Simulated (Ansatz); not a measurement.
SnS:
```
CELL_PARAMETERS angstrom
     10.98754     0.00000     0.00000
      0.00000     3.95366     0.00000
      0.00000     0.00000     4.18645
ATOMIC_POSITIONS crystal
  S  0.85389 0.25000 0.47371
  S  0.14611 0.75000 0.52629
  S  0.64611 0.75000 0.97371
  S  0.35389 0.25000 0.02629
  Sn 0.11795 0.25000 0.10968
  Sn 0.88205 0.75000 0.89032
  Sn 0.38205 0.75000 0.60968
  Sn 0.61795 0.25000 0.39032
```

Relaxed with LDA. Special points in fractions of this cell's reciprocal vectors: Γ (0.000, 0.000, 0.000); X (0.500, 0.000, 0.000); S (0.500, 0.500, 0.000); Y (0.000, 0.500, 0.000); Z (0.000, 0.000, 0.500); U (0.500, 0.000, 0.500); R (0.500, 0.500, 0.500); T (0.000, 0.500, 0.500).

**Question.** List the band energies nearest the valence-band maximum at these points for the program Ansatz at the LDA level (PAW).

**Answer.** In eV from the valence-band maximum; about four levels below and three above (degenerate sets whole), none deeper than 8.9 eV; points with the same levels are listed once.

| k | below | above |
|---|---|---|
| Γ | -2.15 -1.44 -0.96 -0.83 | 0.54 2.82 2.87 |
| X | -2.42 -2.42 -0.86 -0.86 | 2.48 2.48 2.64 2.64 |
| S | -1.15 -1.15 -1.15 -1.15 | 1.46 1.46 1.46 1.46 |
| Y | -1.19 -1.19 -0.89 -0.89 | 0.93 0.93 1.63 1.63 |
| Z | -1.09 -1.09 -0.23 -0.23 | 1.26 1.26 1.64 1.64 |
| U | -0.84 -0.84 -0.11 -0.11 | 1.12 1.12 1.69 1.69 |
| R | -1.94 -1.94 -1.94 -1.94 | 2.39 2.39 2.39 2.39 |
| T | -2.79 -2.79 -1.76 -1.76 | 2.60 2.60 2.90 2.90 |

Space group Pnma. Symmetry was held in the LDA relaxation; of distortions, only those at the zone centre were tested. A crystal of weakly bound layers computed without a dispersion correction: the cell and the soft elastic constants depend strongly on that. Scalar-relativistic: spin–orbit coupling is off unless named, which matters more the heavier the elements.

Potentials: the later of the program's two PAW sets.
